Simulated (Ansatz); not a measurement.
Relaxed-ion elastic tensor of BP (CsCl type, Pm-3m) in GPa (Voigt order), plane-wave PAW r²SCAN (Ansatz code); density 3.48 g/cm³, 9.96 Å³ per atom.

```tsv
	1	2	3	4	5	6
1	107	132	132	0.0	0.0	0.0
2	132	107	132	0.0	0.0	0.0
3	132	132	107	0.0	0.0	0.0
4	0.0	0.0	0.0	-46.4	0.0	0.0
5	0.0	0.0	0.0	0.0	-46.4	0.0
6	0.0	0.0	0.0	0.0	0.0	-46.4
```

Q: Is the crystal mechanically stable?

A: No: the smallest eigenvalue of C is -46.4 GPa.

A made-up cell: these elements were put on the sites of a structure type; neither database checked (COD, Materials Project) lists it. It is not the phase usual at ambient conditions (space group No. 216). The cell was relaxed with r²SCAN under the symmetry of its start. At this level the phase is mechanically unstable. As this level gives no gap, shear constants depend on the k-mesh and smearing (Fermi–Dirac, 0.1 eV here). On the denser mesh and wider smearing of the elastic run this cell carries a stress of 0.3 GPa.

Potentials: the later of the program's two PAW sets.
